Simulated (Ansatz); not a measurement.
**HfOs, first-principles data**

HfOs:
```
HfOs
1.0
    3.22415     0.00000     0.00000
    0.00000     3.22415     0.00000
    0.00000     0.00000     3.22415
Hf Os
1 1
Direct
  0.00000   0.00000   0.00000
  0.50000   0.50000   0.50000
```

Space group Pm-3m (No. 221), CsCl type; conventional cell a = 3.224 Å, b = 3.224 Å, c = 3.224 Å, α = 90.00°, β = 90.00°, γ = 90.00°.

Method: PBEsol (plane waves, PAW; program Ansatz). The cell and atoms are relaxed at this level. Other levels are named where they apply.

**Cell and energy**

```yaml
volume_per_atom: 16.76 Å³
density: 18.27 g/cm³
Formation energy from the elements (no fitted shifts): -0.65 eV/atom
```

**Electronic structure**

```yaml
electronic_character: metallic (no gap)
Density of states at the Fermi level: 0.15 states/eV per atom (mean over ±0.08 eV)
Gap with spin–orbit coupling: none (metallic)
```

**Mechanics**

```yaml
Bulk modulus (Birch–Murnaghan fit): 239 GPa
Pressure derivative B′: 4.2
Elastic constants (relaxed ions, GPa): C11 = 429, C12 = 144, C44 = 114
mechanical_stability: stable (all eigenvalues of C positive)
hill_bulk_and_shear_moduli: 239 and 125 GPa
Young's modulus: 319 GPa
Poisson's ratio: 0.28
debye_temperature_from_the_elastic_constants: 339 K
```

**Phonons**

```yaml
highest_zone_centre_frequency: 157 cm⁻¹
zone_centre_stability: no imaginary mode at Γ
```

The workflow started from a Materials Project entry (that database holds measured and hypothetical structures alike); the Crystallography Open Database files this formula in space group No. 221, but the cells were not matched. Its standing as an ambient phase is unchecked. Symmetry was held in the PBEsol relaxation. No spin polarisation was allowed. As this level gives no gap, shear constants depend on the k-mesh and smearing (Fermi–Dirac, 0.1 eV here). As this level gives no gap, phonon frequencies hold no LO–TO term and depend on the k-mesh and smearing (Fermi–Dirac, 0.1 eV here). The references are the lowest solids computed at this level, not always the standard phases. Scalar-relativistic: spin–orbit coupling is off unless named, which matters more the heavier the elements.

Potentials: the later of the program's two PAW sets.
